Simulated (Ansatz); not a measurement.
Relaxed-ion elastic tensor of Tc (hcp (Mg type), space group No. 194) in GPa (Voigt order), the program Ansatz at the PBE+D3(BJ) level (PAW); density 11.53 g/cm³, 14.10 Å³ per atom.

|  | 1 | 2 | 3 | 4 | 5 | 6 |
|---|---|---|---|---|---|---|
| 1 | 513 | 237 | 197 | 0.0 | 0.0 | 0.0 |
| 2 | 237 | 513 | 197 | 0.0 | 0.0 | 0.0 |
| 3 | 197 | 197 | 569 | 0.0 | 0.0 | 0.0 |
| 4 | 0.0 | 0.0 | 0.0 | 144 | 0.0 | 0.0 |
| 5 | 0.0 | 0.0 | 0.0 | 0.0 | 144 | 0.0 |
| 6 | 0.0 | 0.0 | 0.0 | 0.0 | 0.0 | 138 |

Q: Is the crystal mechanically stable?

A: Yes: the smallest eigenvalue of C is 138 GPa.

Q: Work out the Voigt, Reuss and Hill averages.

A: K_V = 318, K_R = 318, K_H = 318; G_V = 150, G_R = 148, G_H = 149 GPa.

Q: Give Young's modulus, Poisson's ratio, Pugh's ratio and the universal anisotropy index.

A: E = 9KG/(3K + G) = 386 GPa; ν = 0.30; K/G = 2.13 (ductile by the Pugh limit of 1.75); A_U = 5G_V/G_R + K_V/K_R − 6 = 0.06.

Q: Estimate the sound speeds and the Debye temperature.

A: v_l = √((K + 4G/3)/ρ) = 6690 m/s, v_t = √(G/ρ) = 3590 m/s, mean 4010 m/s; Θ = (h/k)(3n/4πV)^(1/3) v_m = 494 K.

Q: How much does each axis shrink under pressure?

A: Linear compressibilities β_i = Σ_j S_ij (j = 1 to 3): x 1.1, y 1.1, z 1.0 per TPa.

Space group P6_3/mmc (hcp (Mg type)). Symmetry was held in the PBE+D3(BJ) relaxation. No spin polarisation was allowed. The pairwise dispersion correction was not fitted to metals. As this level gives no gap, shear constants depend on the k-mesh and smearing (Fermi–Dirac, 0.1 eV here).

Potentials: the later of the program's two PAW sets.
